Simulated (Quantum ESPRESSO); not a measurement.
# Band energies of GeTe monolayer

```
GeTe
1.0
    3.87892     0.00000     0.00000
   -1.93946     3.35924     0.00000
    0.00000     0.00000    14.40000
Ge Te
1 1
Direct
  0.33333   0.66667   0.05390
  0.00000   0.00000   0.94610
```

norm-conserving PBEsol (Quantum ESPRESSO, 82 Ry, scalar-relativistic); path ΓMKΓ; energies in eV from the valence-band maximum.

| k (1/Å) | point | band 11 | band 12 | band 13 | band 14 | band 15 | band 16 | band 17 | band 18 |
|---|---|---|---|---|---|---|---|---|---|
| 0.00 | Γ | -12.31 | -6.34 | -0.52 | 0.00 | 0.00 | 2.06 | 3.51 | 3.51 |
| 0.10 |  | -12.27 | -6.33 | -0.59 | -0.27 | -0.08 | 2.33 | 3.44 | 3.58 |
| 0.21 |  | -12.17 | -6.31 | -1.18 | -0.37 | -0.28 | 2.50 | 3.54 | 3.77 |
| 0.31 |  | -12.01 | -6.30 | -1.91 | -0.54 | -0.34 | 2.22 | 3.94 | 3.98 |
| 0.42 |  | -11.79 | -6.35 | -2.55 | -0.82 | -0.35 | 1.89 | 4.11 | 4.14 |
| 0.52 |  | -11.51 | -6.51 | -3.00 | -1.08 | -0.46 | 1.69 | 3.93 | 4.23 |
| 0.62 |  | -11.21 | -6.79 | -3.20 | -1.30 | -0.70 | 1.68 | 3.60 | 4.25 |
| 0.73 |  | -10.91 | -7.13 | -3.20 | -1.46 | -1.02 | 1.79 | 3.27 | 4.24 |
| 0.83 |  | -10.67 | -7.43 | -3.10 | -1.56 | -1.30 | 1.95 | 3.03 | 4.22 |
| 0.94 | M | -10.57 | -7.55 | -3.04 | -1.59 | -1.42 | 2.02 | 2.93 | 4.21 |
| 1.04 |  | -10.55 | -7.55 | -3.06 | -1.83 | -1.35 | 2.30 | 2.91 | 4.08 |
| 1.15 |  | -10.48 | -7.55 | -3.16 | -2.17 | -1.32 | 2.57 | 3.16 | 3.88 |
| 1.26 |  | -10.38 | -7.56 | -3.42 | -2.27 | -1.32 | 2.29 | 3.80 | 3.89 |
| 1.37 |  | -10.28 | -7.60 | -3.68 | -2.18 | -1.38 | 2.00 | 3.98 | 4.22 |
| 1.48 | K | -10.23 | -7.63 | -3.78 | -2.09 | -1.45 | 1.89 | 4.18 | 4.19 |
| 1.57 |  | -10.28 | -7.59 | -3.70 | -2.20 | -1.35 | 1.98 | 3.90 | 4.37 |
| 1.67 |  | -10.45 | -7.44 | -3.47 | -2.45 | -1.11 | 2.20 | 3.53 | 4.51 |
| 1.77 |  | -10.70 | -7.19 | -3.13 | -2.69 | -0.84 | 2.51 | 3.19 | 4.55 |
| 1.87 |  | -11.00 | -6.90 | -2.91 | -2.64 | -0.59 | 2.70 | 3.07 | 4.50 |
| 1.97 |  | -11.31 | -6.63 | -2.90 | -2.16 | -0.41 | 2.60 | 3.30 | 4.44 |
| 2.06 |  | -11.59 | -6.43 | -2.71 | -1.63 | -0.31 | 2.53 | 3.45 | 4.43 |
| 2.16 |  | -11.84 | -6.33 | -2.31 | -1.11 | -0.30 | 2.55 | 3.44 | 4.40 |
| 2.26 |  | -12.04 | -6.30 | -1.74 | -0.65 | -0.33 | 2.63 | 3.36 | 4.19 |
| 2.36 |  | -12.19 | -6.31 | -1.08 | -0.37 | -0.28 | 2.61 | 3.33 | 3.84 |
| 2.46 |  | -12.28 | -6.33 | -0.58 | -0.25 | -0.07 | 2.31 | 3.43 | 3.58 |
| 2.56 | Γ | -12.31 | -6.34 | -0.52 | 0.00 | 0.00 | 2.06 | 3.51 | 3.51 |

The PBEsol gap is indirect, 1.68 eV, from Γ to 67 % of the way from Γ to M; the smallest direct gap is 2.06 eV.

Without spin-orbit coupling, band edges of such heavy elements can be off by tenths of an eV.

Geometry relaxed with PBEsol.

This is a model layer cut from the bulk structure; whether it is stable on its own was not checked.
